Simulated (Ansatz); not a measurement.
## How the vibrations of Ta3Ru change with volume

Theory: DFT LDA, scalar-relativistic, plane waves, PAW in Ansatz 0.2.0. Plane waves to 420 eV; Γ-centred k mesh 12×12×12; Fermi-Dirac smearing of 0.15 eV. No spin polarisation. Phonons by linear response, acoustic sum rule imposed.

Equilibrium structure at this level:
```xyz
4
Lattice="0.0000 3.1736 3.1736 3.1736 0.0000 3.1736 3.1736 3.1736 0.0000" Properties=species:S:1:pos:R:3 pbc="T T T"
Ta    1.5868    1.5868    1.5868
Ta    4.7604    4.7604    4.7604
Ta    3.1736    3.1736    3.1736
Ru    0.0000    0.0000    0.0000
```

In a metal, frequencies depend on the k mesh and the smearing, soft modes most. Spin–orbit coupling is left out, which can shift energies with elements as heavy as these.

Cells at 0.98 and 1.02 times the equilibrium volume were relaxed in shape and atoms; γ = −d ln ν / d ln V, modes matched by rank.

Q: Give the optical frequencies at Γ (cm⁻¹) at the three volumes and the mode Grüneisen parameters.

A:
```
0.98 V    V  1.02 V     γ  degeneracy
   169  163     157  1.90           3
   194  187     179  2.06           3
   199  192     185  1.79           3
```

Q: What pressures hold the two strained cells, and what bulk modulus follows?

A: 5.35 GPa at 0.98 V and -4.83 GPa at 1.02 V, so B = −dP/d ln V ≈ 254 GPa.